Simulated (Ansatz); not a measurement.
Given:

YPd:
```yaml
crystal:
  lattice:
    - [1.85707, -5.24405, 0.00000]
    - [1.85707, 5.24405, 0.00000]
    - [0.00000, 0.00000, 4.57775]
  atoms:
    - { symbol: Y, position: [0.86298, 0.13702, 0.75000] }
    - { symbol: Y, position: [0.13702, 0.86298, 0.25000] }
    - { symbol: Pd, position: [0.58540, 0.41460, 0.75000] }
    - { symbol: Pd, position: [0.41460, 0.58540, 0.25000] }
```

This is the r²SCAN-relaxed structure.

Question: All from DFT-r²SCAN in the program Ansatz with PAW potentials, unless another level is named. Estimate the formation energy from the elements (no fitted shifts).

Answer: -0.95 eV/atom.

Question: And the density of states at the Fermi level?

Answer: 0.66 states/eV per atom (mean over ±0.08 eV).

Space group Cmcm. The workflow started from a Materials Project entry (that database holds measured and hypothetical structures alike); the Crystallography Open Database copy checked does not list it. Its standing as an ambient phase is unchecked. The r²SCAN relaxation kept the symmetry of its start; whether a distortion lowers the energy is not shown. The run is not spin-polarised. The references are the lowest solids computed at this level, not always the standard phases. Scalar-relativistic: spin–orbit coupling is off unless named, which matters more the heavier the elements.

Potentials: the later of the program's two PAW sets.
